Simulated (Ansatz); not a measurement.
Consider the following.

LaB2Rh3:
```cif
data_B2LaRh3
_chemical_formula_sum 'Rh3 La1 B2'
_space_group_name_H-M_alt 'P6/mmm'
_space_group_IT_number 191
_space_group_name_Hall '-P 6 2'
_cell_length_a 5.47807
_cell_length_b 5.47807
_cell_length_c 3.15101
_cell_angle_alpha 90.000
_cell_angle_beta 90.000
_cell_angle_gamma 120.000
loop_
_atom_site_label
_atom_site_type_symbol
_atom_site_symmetry_multiplicity
_atom_site_Wyckoff_symbol
_atom_site_fract_x
_atom_site_fract_y
_atom_site_fract_z
_atom_site_occupancy
Rh1 Rh 3 g 0.50000 0.50000 0.50000 1
La1 La 1 a 0.00000 0.00000 0.00000 1
B1 B 2 c 0.33333 0.66667 0.00000 1
```

This is the r²SCAN-relaxed structure.

Q: All from plane-wave PAW r²SCAN (Ansatz code), unless another level is named. Predict the electronic character.

A: metallic (no gap).

Q: Give the formation energy from the elements (no fitted shifts).

A: -0.72 eV/atom.

Q: Predict the density of states at the Fermi level.

A: 0.51 states/eV per atom (mean over ±0.08 eV).

Q: And the gap with spin–orbit coupling?

A: none (metallic).

The workflow started from an entry of the Crystallography Open Database (COD). Whether it is the stable phase at ambient conditions was not checked. The cell was relaxed with r²SCAN under the symmetry of its start; whether a distortion lowers the energy is not shown. The run is not spin-polarised. The references are the lowest solids computed at this level, not always the standard phases. Scalar-relativistic: spin–orbit coupling is off unless named, which matters more the heavier the elements.

Potentials: the later of the program's two PAW sets.
